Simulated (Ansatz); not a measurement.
KF:
```xyz
2
Lattice="0.0000 2.7104 2.7104 2.7104 0.0000 2.7104 2.7104 2.7104 0.0000" Properties=species:S:1:pos:R:3 pbc="T T T"
K      0.0000     0.0000     0.0000
F      2.7104     2.7104     2.7104
```

Relaxed with PBE. Special points in fractions of this cell's reciprocal vectors: Γ (0.000, 0.000, 0.000); X (0.500, 0.000, 0.500); U (0.625, 0.250, 0.625); K (0.375, 0.375, 0.750); L (0.500, 0.500, 0.500); W (0.500, 0.250, 0.750).

Problem. List the band energies nearest the valence-band maximum at these points for plane-wave PAW PBE (Ansatz code).

Solution. In eV from the valence-band maximum; about four levels below and three above (degenerate sets whole), none deeper than 8.9 eV; points with the same levels are listed once.

```json
[
 {"k": "Γ", "below": "0.00 0.00 0.00", "above": "5.96 10.55 10.55 10.55"},
 {"k": "X", "below": "-0.23 -0.07 -0.07", "above": "8.17 10.07 11.47"},
 {"k": "U", "below": "-0.32 -0.21 -0.19", "above": "8.86 10.50 10.82"},
 {"k": "L", "below": "-0.74 -0.31 -0.31", "above": "8.90 10.29 11.83 11.83"},
 {"k": "W", "below": "-0.37 -0.17 -0.17", "above": "9.59 9.59 10.95"}
]
```

Space group Fm-3m (rock salt). The PBE relaxation kept the symmetry of its start; phonons on a q-mesh show no instability.

Potentials: the later of the program's two PAW sets.
